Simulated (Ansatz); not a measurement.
Mn, hcp: geometry optimisation

Method: DFT, LDA (PW92), plane waves (420 eV) with PAW, scalar-relativistic in Ansatz 0.2.0. The PAW files were generated under PBE, with cores re-solved for the functional.

k-point mesh 14×14×8, Fermi-Dirac smearing 0.1 eV, no spin polarisation. Cell and atoms relax.

Starting structure:

```yaml
crystal:
  lattice:
    - [2.55179, 0.00000, 0.00000]
    - [-1.27589, 2.20991, 0.00000]
    - [0.00000, 0.00000, 4.16707]
  atoms:
    - { symbol: Mn, position: [0.33333, 0.66667, 0.25000] }
    - { symbol: Mn, position: [0.66667, 0.33333, 0.75000] }
```

Problem. What cell does the relaxation end in?

Solution. P6_3/mmc with a = 2.433 Å, c = 3.923 Å (c/a = 1.613); 10.05 Å³ per atom against 11.75 at the start (-14.5 %).

Problem. How much energy does the relaxation gain?

Solution. 224.0 meV per atom.

Path of the relaxation (the plane waves are chosen anew near the end, which can shift the energy a little):

| step | E − E(final) (meV/atom) | V (Å³/atom) | P (GPa) | max force (eV/Å) |
| --- | --- | --- | --- | --- |
| 0 | 224.00 | 11.750 | -36.49 | 0.000 |
| 1 | 8.26 | 10.344 | -8.85 | 0.000 |
| 2 | 0.37 | 9.961 | 3.09 | 0.000 |
| 3 | -0.44 | 10.055 | -0.06 | 0.000 |
| 4 | -0.45 | 10.053 | 0.01 | 0.000 |
| 5 | -0.46 | 10.053 | 0.00 | 0.000 |
| 6 | 0.00 | 10.053 | -0.06 | 0.000 |
| 7 | 0.00 | 10.051 | 0.00 | 0.000 |
| 8 | 0.00 | 10.051 | 0.00 | 0.000 |

Spin polarisation is off here; a magnetic state may lie lower.
